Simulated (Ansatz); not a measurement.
The relaxed structure here is a generated cell of ZrS3: the first start was made by placing the elements on the sites of a structure type, and the end was not matched to a known phase here, so it may be hypothetical.

One starting cell of ZrS3 (a generated cell, ZrS3 built in the AFLOW prototype AB3_hR8_148_c_f (D0_5, as in BiI3)) was relaxed twice with Ansatz (plane waves, PAW, scalar-relativistic): with r2SCAN at 500 eV and with PBE at 420 eV. The r2SCAN result:

ZrS$_{3}$ is modelled in the trigonal space group R-3c, hexagonal axes (No. 167), Pearson symbol hR8. Cell: a = b = 6.6090 Å, c = 11.4236 Å, α = β = 90.00°, γ = 120.00°. Zr on 6a has 3 S at 2.593 Å and 6 S at 2.788 Å. S on 18e sees 1 Zr at 2.593 Å and 2 Zr at 2.788 Å. (Neighbours: up to the widest gap in distance over summed covalent radii, below 1.35, at either atom; cation-cation and far metal-metal contacts left out.)
(The calculation used a cell of 8 atoms; values per cell refer to that cell.)

```
quantity                          r2SCAN         PBE
--------------------------------  ------  ----------
space group                         R-3c        R-3c
volume (Å³/atom)                   18.01  (withheld)
a (Å)                              6.609  (withheld)
c (Å)                             11.424  (withheld)
gap (eV, no spin-orbit coupling)    0.00  (withheld)
```

Problem. What does PBE give for the same quantities?

Solution. 
- volume (Å³/atom), PBE: 18.00
- a (Å), PBE: 6.626
- c (Å), PBE: 11.364
- gap (eV, no spin-orbit coupling), PBE: 0.00

Both levels end in the same structure; PBE's volume is within 0.5 % of r2SCAN's. Neither column is exact.

No spin polarisation in the result.

The run could not lose the symmetry of its start, so the end can be a saddle point.

Ansatz is a program for electronic structure.
